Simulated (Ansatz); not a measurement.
ZrIr$_{3}$ (Cu3Au type)

```yaml
crystal:
  lattice:
    - [3.91070, 0.00000, 0.00000]
    - [0.00000, 3.91070, 0.00000]
    - [0.00000, 0.00000, 3.91070]
  atoms:
    - { symbol: Zr, position: [0.00000, 0.00000, 0.00000] }
    - { symbol: Ir, position: [0.50000, 0.50000, 0.00000] }
    - { symbol: Ir, position: [0.00000, 0.50000, 0.50000] }
    - { symbol: Ir, position: [0.50000, 0.00000, 0.50000] }
```

The slice is a {210} plane (indices of the conventional cell) through the point (0.000, 0.500, 0.500) (fractional), spanned by u = [100] and v = [021] in vectors of this cell: u (3.91 Å) and v (8.74 Å, at 90° to u). It covers one period; positions are fractions (u, v).

The numbers are results of LDA (plane waves to 420 eV, PAW, scalar-relativistic; Ansatz, a first-principles code), not measurements. k mesh 12×12×12. Near the nuclei the fields are pseudised (PAW); where an atom keeps semicore shells as valence, they peak there. Spin-orbit coupling is left out, though Ir is heavy. ZrIr3 is run without spin polarisation. ZrIr3 was relaxed with its symmetry unable to fall.

### Question
Predict the map of the electrostatic potential energy of an electron, from the cell's mean on the slice.

### Answer
```
|xxxxxx007799997700xxxx|
|xxxx0033666666663300xx|
|0000335522000022553300|
|3344553300xxxx00335544|
|0000221100xxxx00112200|
|xx00001100xxxx00110000|
|xxxx0022332222332200xx|
|xxxx0033555555553300xx|
|0000113311000011331100|
|33334400xxxxxxxx004433|
|777744xxxxxxxxxxxx4477|
|888833xxxxxxxxxxxx3388|
|777744xxxxxxxxxxxx4477|
|33334400xxxxxxxx004433|
|0000113311000011331100|
|xxxx0033555555553300xx|
|xxxx0022332222332200xx|
|xx00001100xxxx00110000|
|0000221100xxxx00112200|
|3344553300xxxx00335544|
|0000335522000022553300|
|xxxx0033666666663300xx|
|xxxxxx007799997700xxxx|
|xxxxxx007799997700xxxx|
```
Scale: ten equal steps from 8.00 (start of '0') to 16.05 (end of '9'), in the order '0123456789'. Values: electrostatic potential energy of an electron, from the cell's mean, in eV. The map has 11 points along u (two characters each, u = 0 at the left) and 24 along v (v = 0 in the bottom row). Points within 1 Å of a nucleus are blanked (x), as the pseudised field means little there. Values under 8 eV are set to 8. The zero, the cell's mean, hangs on the PAW cores.
